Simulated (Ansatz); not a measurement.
The elements of this relaxed trial crystal are hidden behind letters.

```
lattice vectors (Å)
   2.9606    0.0000    0.0000
  -1.4803    2.5640    0.0000
   0.0000    0.0000    7.3131
fractional positions
X 0.3333 0.6667 0.1613
X 0.6667 0.3333 0.8387
Z 0.0000 0.0000 0.5000
Q 0.6667 0.3333 0.3443
Q 0.3333 0.6667 0.6557
Q 0.0000 0.0000 0.0000
```

Computed with Ansatz 0.2.0, DFT PBE, scalar-relativistic, plane waves, PAW. Cutoff 420 eV, Γ-centred 12×12×6 mesh (6-atom cell), Gaussian smearing of 0.10 eV, no spin polarisation.

- Space group: P-3m1 (No. 164)
- Conventional cell: a = 2.961 Å, c = 7.313 Å
- Volume per atom: 9.25 Å³
- Density: 4.93 g/cm³
- Energy over the elements: −1.49 eV/atom
- Gap on the 12×12×6 mesh of the 6-atom cell: 0 eV (a metal)

Energies are uncorrected and count from the elements' standard states at the same level.

**Question.** X is a d-block element of period 4, Z is a p-block element of period 3 and Q is a p-block element of period 2. Which elements are they?

**Answer.** X = Ti, Z = Al, Q = N, so the formula is Ti2AlN3. Density times volume gives a mean mass of 4.93 × 9.25/1.6605 = 27.5 u per atom, and this set has 27.5 u. Around Ti lie 6 N at 2.08–2.17 Å, 9 Ti at 2.91–2.96 Å and 3 Al at 3.01 Å; Al is surrounded by 6 N at 2.05 Å, 6 Al at 2.96 Å and 6 Ti at 3.01 Å; N on a site of symmetry 3m has 3 Al at 2.05 Å and 3 Ti at 2.17 Å; 1 more site not described. Other sets within the hints have nearly the same mass, so mass alone doesn't settle it; this one was computed.

A structure relaxed within its symmetry needn't be a true minimum.
